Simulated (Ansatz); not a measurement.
LiCl (rock salt, Fm-3m), a = b = c = 5.0638 Å, α = β = γ = 90.00°; the cell used has 2 atoms.

Relaxed with PBEsol. 

**Question.** HSE06 on this cell (Ansatz, an electronic-structure program, PAW) gives a gap of 7.96 eV. What does PBEsol give?

**Answer.** 6.35 eV.

Cost on shared cores: the PBEsol run (SCF on a 9×9×9 mesh, then bands and DOS) very roughly 6 core-seconds, the HSE06 run (SCF on 7×7×7, then a few points) roughly 70 core-seconds; the tasks are unlike.

The PBEsol relaxation kept the symmetry of its start.

Potentials: the later of the program's two PAW sets.

Ansatz is a plane-wave DFT program.
